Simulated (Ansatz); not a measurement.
## Cu (fcc, Cu type): scan of one atom of the cell

Starting cell, Cu (fcc, Cu type):

```yaml
crystal:
  lattice:
    - [3.62968, 0.00000, 0.00000]
    - [0.00000, 3.62968, 0.00000]
    - [0.00000, 0.00000, 3.62968]
  atoms:
    - { symbol: Cu, position: [0.00000, 0.00000, 0.00000] }
    - { symbol: Cu, position: [0.50000, 0.50000, 0.00000] }
    - { symbol: Cu, position: [0.50000, 0.00000, 0.50000] }
    - { symbol: Cu, position: [0.00000, 0.50000, 0.50000] }
```

Scan: atom 4 (Cu, nearest neighbour Cu at 2.567 Å; its periodic images, 3.6 Å or more away, move with it) is displaced along Cartesian z, direction (0.000, 0.000, 1.000) in Cartesian axes, by s. The other atoms stay.

The numbers are results of PBE (plane waves to 420 eV, PAW, scalar-relativistic; Ansatz, a program for electronic structure), not measurements. k mesh 10×10×10 (Γ-centred), Fermi-Dirac smearing 0.05 eV. The energy includes the smearing's −TS. Compression counts positive. With partly filled bands, energies and forces of such displacements shift with the k mesh and the smearing. F∥ is the force on the atom along that direction. Cu is run without spin polarisation. Cu was relaxed with its symmetry unable to fall. ΔE is measured from the undisplaced structure.

```
s (Å)   ΔE (meV/cell)  P (GPa)  F∥ (eV/Å)
------  -------------  -------  ---------
-0.770           2325     25.0      6.734
-0.616           1418     15.9      5.051
-0.462            762      8.8      3.507
-0.308            326      3.8      2.186
-0.154             80      0.9      1.043
0.000               0      0.0      0.000
0.154              80      0.9     -1.043
0.308             326      3.8     -2.186
0.462             762      8.8     -3.507
0.616            1418     15.9     -5.051
0.770            2325     25.0     -6.734
```

Summary:

- Energy at s = 0.770 Å = 2325 meV/cell
- Force along the line at s = -0.770 Å = 6.73 eV/Å
- Symmetry of the curve = even: the same for both signs
- Shape of the curve = a single well with its minimum at or next to zero displacement
- Force constant k = d²E/ds² at s = 0 (finite differences) = 6.66 eV/Å²
- Harmonic estimate at the end of the scan = ½ks² = 1976 meV/cell against the computed 2325 meV/cell, so the well is stiffer than harmonic there

The 11 points together took about 2.9 core-minutes (a rough figure).

(For displaced atoms, the force is minus the slope of the energy, and its curvature is a force constant, which sets phonon frequencies.)
